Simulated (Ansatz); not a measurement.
Telling polymorphs of Ba6LiNb2IrCl2O12 apart by ¹³⁷Ba

Level of theory: DFT, PBE, plane waves and PAW, scalar-relativistic, 420 eV cutoff (Ansatz 0.2.0). Q(¹³⁷Ba) = 236.0 mb, I = 3/2. The cells come from the Materials Project (computed, not necessarily observed phases), with the atoms as given. Calculated pressures reach 2 GPa in size and forces 0.5 eV/Å in them. Spin–orbit coupling is left out, which moves gradients at and beside heavy atoms (Ba, Ir) by some per cent and at some sites by far more.

Question: Rank the structures by their largest ¹³⁷Ba |C_Q|, smallest first.
A. C2/m, 24 atoms in the cell run; Ba sites: (1) 3 O at 2.58–2.59 Å, 4 Cl at 3.22–3.69 Å; also 3 Ba at 4.01–4.10 Å. (2) 9 O at 2.57–3.24 Å, 1 Cl at 3.15 Å. (3) 10 O at 2.75–3.19 Å; also 1 Li at 2.88 Å.
B. Cm, 24 atoms in the cell run; Ba sites: (1) 1 O at 2.41 Å, 1 Cl at 3.09 Å; also 1 Li at 2.75 Å, 2 O at 2.82 Å, 2 Cl at 3.53 Å. (2) 7 O at 2.64–3.07 Å, 1 Cl at 3.20 Å; also 2 O at 3.49 Å. (3) 3 O at 2.52–2.58 Å. (4) 12 O at 2.82–3.62 Å; also 3 Ir at 3.60–4.00 Å, 3 Ba at 3.95–4.04 Å. (5) 7 O at 2.79–2.96 Å; also 2 O at 3.31 Å. (6) 7 O at 2.47–3.12 Å, 1 Cl at 3.35 Å; also 1 Li at 2.69 Å, 1 Nb at 3.29 Å.

Answer: A (90.7 MHz), B (111 MHz).
